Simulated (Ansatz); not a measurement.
Relaxed candidate structures of Cr2C:

A. P-3m1 (No. 164), hP3; a = b = 2.7973 Å, c = 4.2152 Å, α = β = 90.00°, γ = 120.00°; Cr 2d (0.667, 0.333, 0.247); C 1b (0.000, 0.000, 0.500)

B. P4/nmm, origin choice 1 (No. 129), tP6; a = 3.0782 Å, b = 3.0782 Å, c = 5.6227 Å, α = 90.00°, β = 90.00°, γ = 90.00°; Cr 2a (0.000, 0.000, 0.000); Cr 2c (0.500, 0.000, 0.356); C 2c (0.000, 0.500, 0.283)

Question: Order them by energy per atom (lowest first) at the level PBEsol (plane waves to 420 eV, PAW, scalar-relativistic; Ansatz, an electronic-structure program).

Answer: A (reference, the lowest of the structures calculated here), B (+0.26 eV/atom)

Each run could gain symmetry but not lose that of its start, so entries can be saddle points. From databases, or of a type measured for this composition: P-3m1, hP3; the others are generated cells (placed on structure types, drawn at random, substituted or restacked) that were not matched to a known phase here. Energies are at zero temperature and pressure, without zero-point motion. Each cell has its own k-point mesh; energy differences are given only to the digits this allows. No spin polarisation in the result. A magnetic state may lie lower.
